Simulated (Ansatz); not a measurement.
# 4 guesses for CoTeH and where they end

These are results of DFT PBE, scalar-relativistic, plane waves, PAW (Ansatz 0.2.0), not measurements. All cells share a 420 eV cutoff and Γ-centred k meshes spaced at most about 0.3 Å⁻¹ (about 0.25 or finer for metals, 2π included). Collinear spin in cells that started with moments and kept them past the coarse steps, no spin elsewhere.

Each guess was relaxed in cell and atoms at zero pressure, within the symmetry of its start. Temperature and zero-point effects are left out. Coordination counts H or Te atoms around Co (for each partner element, those within 1.25 times its shortest distance or 1.15 times the sum of covalent radii, where it is the nearest in units of that sum or under 1.3).

| guess | made from | start group | V start (Å³/atom) | end group | V end (Å³/atom) | coordination at the end | gap on mesh (eV) | largest moment (μB) | E over the lowest end (meV/atom) |
| --- | --- | --- | --- | --- | --- | --- | --- | --- | --- |
| 1 | TmCoC type | Pmmm | 16.3 | P4/mmm | 14.1 | Co 6 | 0 | - | 0 |
| 2 | random cell | P-6m2 | 20.9 | P-6m2 | 12.7 | Co 9 | 0 | - | 254 |
| 3 | DyCoC type | P4/mmm | 16.2 | P4/mmm | 13.0 | Co 10 | 0 | - | 341 |
| 4 | NdCuSi type | P-6m2 | 19.0 | ? | ? | ? | ? | ? | ? |

Guess 4 as it starts:

```
Co Te H
1.0
     4.03551    0.00000    0.00000
    -2.01776    3.49486    0.00000
     0.00000    0.00000    4.04559
Co Te H
1 1 1
Direct
  0.66667 0.33333 0.00000
  0.00000 0.00000 0.50000
  0.33333 0.66667 0.50000
```

Question: Predict the end of this guess and its energy over the lowest end.

Answer: It ends in space group P-6m2 (No. 187), with a = 3.916 Å, c = 3.072 Å, 13.6 Å³/atom and no gap; its coordination is Co 6, with moments up to 0.9 μB. It lies 0.68 eV/atom over the lowest end, above guess 3 and so the highest of the set. The shortest distance is 2.26 Å (Te–H) in this end and 1.58 Å (Co–H) in the lowest (guess 1).

```cif
data_structure
_symmetry_space_group_name_H-M 'P-6m2'
_symmetry_Int_Tables_number 187
_cell_length_a 3.9160
_cell_length_b 3.9160
_cell_length_c 3.0720
_cell_angle_alpha 90.000
_cell_angle_beta 90.000
_cell_angle_gamma 120.000
_cell_volume 40.80
loop_
_atom_site_label
_atom_site_type_symbol
_atom_site_symmetry_multiplicity
_atom_site_Wyckoff_symbol
_atom_site_fract_x
_atom_site_fract_y
_atom_site_fract_z
_atom_site_occupancy
Co1 Co 1 e 0.66667 0.33333 0.00000 1
Te1 Te 1 b 0.00000 0.00000 0.50000 1
H1 H 1 d 0.33333 0.66667 0.50000 1
```

The zero of energy is the elements' standard structures at the same level (H₂ as a molecule); no fitted shifts are applied.

Question: Is the lowest end bound against the elements?

Answer: No: its formation energy is +0.19 eV/atom. It can't be a ground state, since the elements alone are lower.

Spin–orbit coupling, which can matter for Te, is left out. The reference form of Te is held partly by dispersion forces, which this level lacks. With hydrogen, zero-point motion can shift formation energies by some tens of meV/atom. The magnetic state reached may not be the lowest. Trial moments died out on the coarse mesh in P4/mmm and P-6m2; another magnetic start might hold. Cells relaxed within their symmetry can be saddle points. A lower structure may well exist outside this small set. Some structure types and database cells were kept out of the candidates from the start, so a known form may be missing.
